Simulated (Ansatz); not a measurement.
Data sheet: Zn3InGaO6 (DFT)

Zn₃InGaO₆:
```xyz
11
Lattice="1.6448 0.9496 13.7902 -1.6448 0.9496 13.7902 0.0000 -1.8993 13.7902" Properties=species:S:1:pos:R:3 pbc="T T T"
Zn     0.0000     0.0000    10.8017
Zn     0.0000     0.0000    30.6696
Zn     0.0000     0.0000    35.8155
In     0.0000     0.0000     0.0503
Ga     0.0000     0.0000     5.6631
O      0.0000     0.0000    37.7852
O      0.0000     0.0000     3.6965
O      0.0000     0.0000     7.6397
O      0.0000     0.0000    33.2529
O      0.0000     0.0000    28.7198
O      0.0000     0.0000    12.7604
```

Space group R3m (No. 160); conventional cell a = b = 3.290 Å, c = 41.371 Å, α = β = 90.00°, γ = 120.00°.

Method: the program Ansatz at the PBEsol level (PAW). The cell and atoms are relaxed at this level. Other levels are named where they apply.

Cell and energy:

```json
{
 "volume_per_atom": "11.75 Å³",
 "density": "6.12 g/cm³",
 "Formation energy from the elements (no fitted shifts)": "-1.58 eV/atom"
}
```

Electronic structure:

```json
{
 "band_gap": "1.00 eV (direct)",
 "valence_band_maximum": "at Γ",
 "conduction_band_minimum": "at Γ",
 "electron_effective_mass": "0.18 mₑ (isotropic)",
 "Hole effective mass, band 1 of 2 at the edge": "2.3 along x (mₑ)",
 "Hole effective mass, band 2 of 2 at the edge": "0.34 along x (mₑ)"
}
```

Mechanics:

```json
{
 "Bulk modulus (Birch–Murnaghan fit)": "160 GPa",
 "Pressure derivative B′": "4.5",
 "Elastic constants (relaxed ions, GPa)": "C11 = 232, C12 = 134, C13 = 114, C14 = -4.8, C33 = 252, C44 = 47.0",
 "mechanical_stability": "stable (all eigenvalues of C positive)",
 "hill_bulk_and_shear_moduli": "160 and 51.6 GPa",
 "Young's modulus": "140 GPa",
 "Poisson's ratio": "0.35",
 "debye_temperature_from_the_elastic_constants": "428 K",
 "Piezoelectric stress constants (proper, relaxed ions, C/m²)": "e15 = e24 = -0.10, e16 = e21 = -0.09, e22 = 0.09, e31 = e32 = -0.06, e33 = 0.36"
}
```

Dielectric response:

```json
{
 "Electronic dielectric constant ε∞ (DFPT)": "4.74 (xx = yy), 4.73 (zz)",
 "Born charges (a third of the trace)": "Zn +2.15 to +2.19, In +3.11, Ga +3.00, O -2.13 to -2.09 e"
}
```

The workflow started from a Materials Project entry (that database holds measured and hypothetical structures alike); the Crystallography Open Database copy checked does not list it. Its standing as an ambient phase is unchecked. The cell was relaxed with PBEsol under the symmetry of its start; whether a distortion lowers the energy is not shown. Signs of piezoelectric constants follow the polarity of the cell as given. The references are the lowest solids computed at this level, not always the standard phases (solids in place of the gases). Spin–orbit coupling is left out wherever it is not named.

Potentials: the later of the program's two PAW sets.
